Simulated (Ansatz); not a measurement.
Here is the system:

Starting cell, W3N4 (space group Pm-3m):

```xyz
14
Lattice="8.4309 0.0000 0.0000 4.2154 4.2154 0.0000 4.2154 0.0000 4.2154" Properties=species:S:1:pos:R:3 pbc="T T T"
N     10.5386     2.1077     2.1077
N      6.3232     2.1077     2.1077
N      2.1077     0.0000     0.0000
N      6.3232     0.0000     0.0000
N      8.4309     2.1077     0.0000
N      4.2154     2.1077     0.0000
N      8.4309     0.0000     2.1077
N      4.2154     0.0000     2.1077
W     10.5386     2.1077     0.0000
W      6.3232     2.1077     0.0000
W      8.4309     2.1077     2.1077
W     12.6463     2.1077     2.1077
W     10.5386     0.0000     2.1077
W      6.3232     0.0000     2.1077
```

The atoms are displaced by Q × the pattern below (from a DFPT mode at R = (0.5, 0.5, 0.5), largest move 1; Q in Å), at fixed cell. It is one choice among 3 degenerate patterns. (q is in reciprocal vectors of the primitive cell; the cell shown is doubled to hold the pattern.)

```tsv
atom	x	y	z
W9	0.000	1.000	0.000
W10	0.000	-1.000	0.000
W13	0.000	0.000	1.000
W14	0.000	0.000	-1.000
```

Atoms not listed stay in place.

These are PBE (plane waves to 420 eV, PAW, scalar-relativistic; Ansatz, a first-principles code) values and carry that method's errors. k mesh 11×11×11 (Γ-centred), Fermi-Dirac smearing 0.05 eV. Energies are smeared free energies. With partly filled bands, energies and forces of such displacements shift with the k mesh and the smearing. Spin-orbit coupling is left out, though W is heavy. W3N4 is run without spin polarisation. W3N4 was relaxed with its symmetry unable to fall. ΔE is measured from the undisplaced structure.

The scan covers Q from -0.100 to 0.100 Å in 13 points.

Question: Which space group does the distorted structure have?

Answer: I4/mmm (No. 139), lowered from Pm-3m.

Question: Is this a single well or a double well?

Answer: A single well with its minimum at or next to zero displacement.

Question: What is the energy change at Q = 0.100 Å?

Answer: 453 meV/cell.

Question: What harmonic wavenumber does the curvature at Q = 0 give?

Answer: 165 cm⁻¹.

(A displaced cell: forces are minus the slopes of the energy, force constants its curvatures, and phonons follow from these.)
